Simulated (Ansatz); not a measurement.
One crystal and one scan (energy against volume) at two levels, PBE (plane waves to 420 eV, PAW, scalar-relativistic; Ansatz, a quantum-chemistry and plane-wave program) and PBEsol (plane waves to 420 eV, PAW, scalar-relativistic; Ansatz), each from its own relaxed cell and on its own mesh.

The crystal is IrO₂ (rutile); the cell is scaled evenly about its relaxed volume V₀.

E stands for the smeared free energy. IrO2 is run without spin polarisation and with no Hubbard U. IrO2 was relaxed with its symmetry unable to fall. Spin-orbit coupling is left out, though Ir is heavy. With the shape held, the modulus is that of even scaling; a crystal free to change shape is softer.

| quantity | run 1 | run 2 |
|---|---|---|
| Lattice constant a (Å) | 4.529 | 4.472 |
| Lattice constant c (Å) | 3.180 | 3.154 |
| Relaxed volume (Å³/atom) | 10.87 | 10.51 |
| Bulk modulus at fixed cell shape B₀ (third-order Birch-Murnaghan fit) (GPa) | 273.7 | 305.9 |

**Question.** Which run is which level?

**Answer.** Run 1 is PBE, run 2 is PBEsol. PBE gives the higher value for: lattice constant a; lattice constant c; relaxed volume. PBE gives the lower value for: bulk modulus at fixed cell shape B₀.

(A scan under strain: stresses follow from slopes of the energy per volume, elastic moduli from its curvatures.)
